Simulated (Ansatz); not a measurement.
The end point of a relaxation of TePb. All values below come from PBE (plane waves to 420 eV, PAW, scalar-relativistic; Ansatz, a program for electronic structure).

```xyz
2
Lattice="0.0000 3.2848 3.2848 3.2848 0.0000 3.2848 3.2848 3.2848 0.0000" Properties=species:S:1:pos:R:3 pbc="T T T"
Pb     0.0000     0.0000     0.0000
Te     3.2848     3.2848     3.2848
```

Q: Find the space group and the Wyckoff positions (tolerance 0.01 Å).

A: Space group Fm-3m (No. 225); a = b = c = 6.5697 Å, α = β = γ = 90.00°

```json
[
 {"atom": "Pb", "site": "4a", "symmetry": "m-3m", "x": "0.0000", "y": "0.0000", "z": "0.0000"},
 {"atom": "Te", "site": "4b", "symmetry": "m-3m", "x": "0.5000", "y": "0.5000", "z": "0.5000"}
]
```

This is the rock salt type.

Q: Give the shortest distances between elements (the closest pairs, up to four, under 3.6 Å).

A: Pb–Te 3.28 Å.

The volume per atom comes out as 35.44 Å³ and the band gap is 0.83 eV, direct at L (no spin-orbit coupling).

No spin polarisation in the result. Without spin-orbit coupling the bands of the heavy element are not split, so the gap can be far off.

Measured for TePb: gap 0.19 eV (0 K or low temperature; as listed in arXiv:2302.06325). Computed minus measured — gap: PBE +0.64 eV. The computed values are for a static lattice, and a measured gap can be an optical one, lowered by exciton binding.

It was reached from a disturbed copy of a P3m1 (No. 156) cell, against which it lies -0.56 eV/atom.
